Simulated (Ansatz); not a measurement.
What DFT gives for Cs2HgSe2

```
Hg Cs Se
1.0
     8.25315    0.00000    0.00000
     0.00000   10.41634    0.00000
     0.00000    0.00000    4.75048
Hg Cs Se
2 4 4
Cartesian
  4.1266 5.2082 0.0000
  0.0000 0.0000 0.0000
  3.2370 8.6780 2.3752
  5.0161 1.7384 2.3752
  7.3636 6.9465 2.3752
  0.8895 3.4698 2.3752
  1.9003 6.1920 0.0000
  6.3529 4.2243 0.0000
  6.0269 9.4325 0.0000
  2.2263 0.9838 0.0000
```

The numbers come from plane-wave PAW DFT (Ansatz): PBE, no spin polarisation, 420 eV, 3×3×6 Γ-centred k points, fermi-dirac occupations (width 0.0685 eV). Nothing was relaxed.

(1) Which atom feels the largest force, and which way?

(2) How is the charge shared?

(3) Is the cell too large or too small?

(4) Is there a gap, and of what kind?

Origin: a database entry at a rescaled volume. Caveats: no spin-orbit coupling, which can shift this gap by tenths of an eV.

Answers

(1) The largest is on Se10 (and as large on other atoms): 0.19 eV/Å, components (0.17, 0.08, 0.00). It makes 180° with the line to a nearest neighbour, Hg2 at 2.43 Å, pointing away from it.

(2) Bader charges in e: Cs +0.77, Hg +0.14, Se -0.84. In the mean Cs gives up most and Se takes most.

(3) The pressure is 1.1 GPa (compression positive), so with the atoms held at these fractions the cell would first expand.

(4) The gap is 1.93 eV, indirect (the least direct gap found is 1.96 eV).
